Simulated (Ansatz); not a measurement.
LaGa₃Pd:
```
LaGa3Pd
1.0
   -2.15367     2.15367     5.30706
    2.15367    -2.15367     5.30706
    2.15367     2.15367    -5.30706
La Ga Pd
1 3 1
Direct
  0.00000   0.00000   0.00000
  0.61875   0.61875   0.00000
  0.38125   0.38125   0.00000
  0.75000   0.25000   0.50000
  0.25000   0.75000   0.50000
```

Relaxed with r²SCAN. Special points in fractions of this cell's reciprocal vectors: Γ (0.000, 0.000, 0.000); X (0.000, 0.000, 0.500); P (0.250, 0.250, 0.250); N (0.000, 0.500, 0.000); M (0.500, 0.500, -0.500); S (0.291, 0.709, -0.291); S0 (-0.291, 0.291, 0.291); R (-0.082, 0.082, 0.500); G (0.500, 0.500, -0.082).

Problem. List the band energies nearest the Fermi level at these points for the program Ansatz at the r²SCAN level (PAW).

Solution. In eV from the Fermi level; about four levels below and three above (degenerate sets whole), none deeper than 8.9 eV; points with the same levels are listed once.

```tsv
k	below	above
Γ	-2.12 -1.66 -1.66 -0.32	0.68 1.53 1.53
X	-2.40 -2.30 -1.78 -0.56	2.11 2.18 2.34
P	-2.32 -2.16 -1.79 -0.60	1.76 2.24 2.28
N	-3.28 -2.75 -1.97 -0.38	0.62 1.02 1.56
M	-2.86 -1.34 -1.34 -0.60	0.08 1.76 2.06
S	-2.78 -0.73 -0.52 -0.49	1.22 1.81 2.17
R	-2.04 -2.03 -1.55 -0.64	2.07 2.16 2.31
```

Space group I-4m2. The workflow started from a Materials Project entry (that database holds measured and hypothetical structures alike); the Crystallography Open Database copy checked does not list it. With Ga and Pd taken as one species the cell has the higher symmetry I4/mmm, so it may be an ordered model of a mixed-site phase. Its standing as an ambient phase is unchecked. The r²SCAN relaxation kept the symmetry of its start; whether a distortion lowers the energy is not shown. No spin polarisation was allowed. Scalar-relativistic: spin–orbit coupling is off unless named, which matters more the heavier the elements.

Potentials: the earlier of the program's two PAW sets.
